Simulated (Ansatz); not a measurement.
Ta:
```cif
data_Ta2
_chemical_formula_sum 'Ta2'
_space_group_name_H-M_alt 'P 1'
_space_group_IT_number 1
_cell_length_a 2.84022
_cell_length_b 2.84022
_cell_length_c 5.05694
_cell_angle_alpha 90.000
_cell_angle_beta 90.000
_cell_angle_gamma 120.000
loop_
_space_group_symop_operation_xyz
  'x, y, z'
loop_
_atom_site_label
_atom_site_type_symbol
_atom_site_fract_x
_atom_site_fract_y
_atom_site_fract_z
_atom_site_occupancy
Ta1 Ta 0.66667 0.33333 0.75000 1
Ta2 Ta 0.33333 0.66667 0.25000 1
```

Relaxed with LDA.

Q: Which orbitals make up the states near the Fermi level in plane-wave PAW LDA (Ansatz code)?

A: Within 0.5 eV of the Fermi level: Ta 5d 87 %, Ta 6s 7 %. Projections are on Löwdin-orthogonalised atomic valence shells; empty p or d shells of many metals are not among them.

Q: Tabulate the density of states.

A: States/eV per cell of 2 atoms, in 0.25 eV bins, energy from the Fermi level.

```
E (eV)  total  Ta 5d  Ta 6s  Ta 5p
------  -----  -----  -----  -----
-7.85    0.09   0.00   0.08   0.00
-7.60    0.11   0.00   0.10   0.00
-7.35    0.13   0.00   0.12   0.00
-7.10    0.16   0.00   0.14   0.00
-6.85    0.18   0.01   0.16   0.01
-6.60    0.21   0.01   0.18   0.01
-6.35    0.23   0.02   0.20   0.01
-6.10    0.27   0.03   0.22   0.01
-5.85    0.31   0.04   0.24   0.01
-5.60    0.36   0.07   0.27   0.01
-5.35    0.43   0.11   0.30   0.01
-5.10    0.56   0.19   0.34   0.02
-4.85    0.88   0.43   0.41   0.02
-4.60    1.45   0.93   0.47   0.02
-4.35    1.46   0.99   0.42   0.03
-4.10    1.60   1.18   0.37   0.03
-3.85    1.68   1.31   0.32   0.03
-3.60    1.67   1.37   0.26   0.03
-3.35    1.86   1.62   0.20   0.03
-3.10    1.77   1.58   0.14   0.03
-2.85    1.31   1.17   0.11   0.03
-2.60    1.65   1.51   0.10   0.03
-2.35    2.10   1.98   0.07   0.03
-2.10    2.07   1.96   0.05   0.03
-1.85    2.18   2.04   0.06   0.04
-1.60    2.60   2.40   0.10   0.05
-1.35    2.04   1.85   0.10   0.03
-1.10    1.44   1.28   0.09   0.02
-0.85    1.51   1.38   0.06   0.02
-0.60    2.65   2.42   0.12   0.04
-0.35    2.85   2.54   0.16   0.04
-0.10    2.46   2.16   0.16   0.03
0.15     2.56   2.21   0.20   0.03
0.40     2.31   1.93   0.22   0.03
0.65     2.03   1.72   0.16   0.02
0.90     1.86   1.60   0.12   0.01
1.15     1.96   1.71   0.09   0.01
1.40     1.88   1.67   0.07   0.01
1.65     1.89   1.71   0.05   0.01
1.90     1.96   1.81   0.04   0.01
2.15     1.34   1.24   0.03   0.00
2.40     1.32   1.25   0.03   0.00
2.65     1.40   1.32   0.03   0.00
2.90     1.37   1.30   0.03   0.00
3.15     1.24   1.18   0.03   0.00
3.40     1.17   1.11   0.03   0.00
3.65     1.19   1.12   0.04   0.00
3.90     1.67   1.56   0.07   0.00
4.15     1.86   1.72   0.09   0.00
4.40     1.56   1.43   0.08   0.00
4.65     1.73   1.58   0.09   0.00
```

Space group P6_3/mmc (hcp (Mg type)). The workflow started from a Materials Project entry (that database holds measured and hypothetical structures alike); the Crystallography Open Database copy checked does not list it. It is not the phase usual at ambient conditions (space group No. 229). The LDA relaxation kept the symmetry of its start. At this level the phase is dynamically unstable (imaginary phonons). No spin polarisation was allowed. Spin–orbit coupling is left out wherever it is not named.

Potentials: the later of the program's two PAW sets.
